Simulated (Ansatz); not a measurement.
Input:

CdF₂:
```
CELL_PARAMETERS angstrom
      0.00000     2.69423     2.69423
      2.69423     0.00000     2.69423
      2.69423     2.69423     0.00000
ATOMIC_POSITIONS crystal
  Cd 0.00000 0.00000 0.00000
  F  0.25000 0.25000 0.25000
  F  0.75000 0.75000 0.75000
```

This is the r²SCAN-relaxed structure.

Question: All from plane-wave PAW r²SCAN (Ansatz code), unless another level is named. Predict the gap with spin–orbit coupling.

Answer: 3.79 eV.

Question: Give the smallest direct gap on the standard path.

Answer: 4.31 eV.

Question: Next, the conduction-band minimum?

Answer: at Γ.

Space group Fm-3m (fluorite). Symmetry was held in the r²SCAN relaxation; phonons on a q-mesh show no instability. Scalar-relativistic: spin–orbit coupling is off unless named, which matters more the heavier the elements.

Potentials: the later of the program's two PAW sets.
